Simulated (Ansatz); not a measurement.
Method: DFT PBE, scalar-relativistic, plane waves, PAW (Ansatz). Settings: cutoff 420 eV, Γ-centred meshes spaced at most about 0.3 Å⁻¹, and about 0.25 Å⁻¹ or finer for metals (2π included), Gaussian smearing. No spin polarisation in the final relaxations.

All energies are static (0 K, no zero-point motion).

Two relaxed structures of SnO₃:

A. Space group Pm-3m (No. 221), cubic, a = 3.427 Å. Around Sn lie 12 O at 2.42 Å; around O lie 4 Sn at 2.42 Å and 8 O at 2.42 Å.

B. Space group Pm-3m (No. 221), cubic, a = 6.043 Å. Sn on its first site has 6 O at 2.36 Å; Sn on its second site has 24 O at 4.32 Å (long contacts); O is surrounded by 1 O at 1.32 Å, 1 Sn at 2.36 Å, 4 O at 3.34 Å, 1 Sn at 3.68 Å and 4 Sn at 4.32 Å.

Question: Which is lower in energy, and by how much?

Answer: A is lower, by 193 meV/atom. A has space group Pm-3m (No. 221), 10.1 Å³/atom and no gap on its mesh; B has space group Pm-3m (No. 221), 27.6 Å³/atom and no gap. Counting O atoms around Sn (those within 1.25 times the shortest such distance or 1.15 times the sum of covalent radii; the shortest distance is added where it is long for a bond; a slash parts the counts of unlike sites), A has Sn 12 from 2.4 Å and B has Sn 6/24 from 4.3 Å. B holds O–O pairs (shortest 1.32 Å, as in superoxide); in A the shortest O–O distance is 2.42 Å. The denser one is the lower, and pressure would at first widen the difference. Even the lower one lies +0.34 eV/atom against the reference forms of the elements (uncorrected), so neither is stable at this level. Both come from invented guesses. A third cell relaxed alike, in Pm-3n, lies 0.49 eV/atom below the lower of the two.

A magnetic state wasn't ruled out in cells without spin, among them Pm-3m at 10.1 Å³/atom, Pm-3m at 27.6 Å³/atom. Cells relaxed within their symmetry can be saddle points.
